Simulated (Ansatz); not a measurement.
A geometry of Ga away from equilibrium: step 3 of the relaxation of a relaxed Ga cell, doubled along one cell vector, shaken by Gaussian noise of σ = 0.08 Å a coordinate. Calculation: r2SCAN (plane waves to 500 eV, PAW, scalar-relativistic; Ansatz, a program for electronic structure). Γ-centred k-mesh 9×9×3 on the run's cell (coarser than for final values), Fermi–Dirac smearing 0.05 eV. The plane waves were selected for a different cell earlier on the path.

```xyz
8
Lattice="4.3433 0.0026 -0.0189 -2.1694 3.7319 0.0086 -0.0462 -0.0023 10.4109" Properties=species:S:1:pos:R:3 pbc="T T T"
Ga    -0.2942     0.2113     1.1472
Ga    -0.1984    -0.0651     6.4980
Ga     0.1983    -0.0823     3.8475
Ga     0.0778    -0.1033     9.0234
Ga    -0.2863     2.7088     1.2780
Ga    -0.2031     2.4400     6.3212
Ga     2.3734     1.1449     3.8153
Ga     2.2476     1.1655     9.2752
```

Problem. What forces act on the atoms (eV/Å)?

Solution. 
```json
[
 {"atom": "Ga1", "Fx": "-0.24", "Fy": "0.15", "Fz": "0.29"},
 {"atom": "Ga2", "Fx": "-0.31", "Fy": "0.10", "Fz": "-0.09"},
 {"atom": "Ga3", "Fx": "0.29", "Fy": "-0.13", "Fz": "-0.11"},
 {"atom": "Ga4", "Fx": "0.30", "Fy": "0.02", "Fz": "-0.11"},
 {"atom": "Ga5", "Fx": "-0.25", "Fy": "0.09", "Fz": "0.09"},
 {"atom": "Ga6", "Fx": "-0.02", "Fy": "0.04", "Fz": "-0.03"},
 {"atom": "Ga7", "Fx": "0.12", "Fy": "-0.05", "Fz": "-0.04"},
 {"atom": "Ga8", "Fx": "0.12", "Fy": "-0.24", "Fz": "0.01"}
]
```

The path ends in Cmcm (No. 63). No spin polarisation in the result.

The end of the path is a generated cell of Ga: the first start was made by placing the elements on the sites of a structure type, and the end was not matched to a known phase here, so it may be hypothetical. Known forms of Ga include space group No. 64.
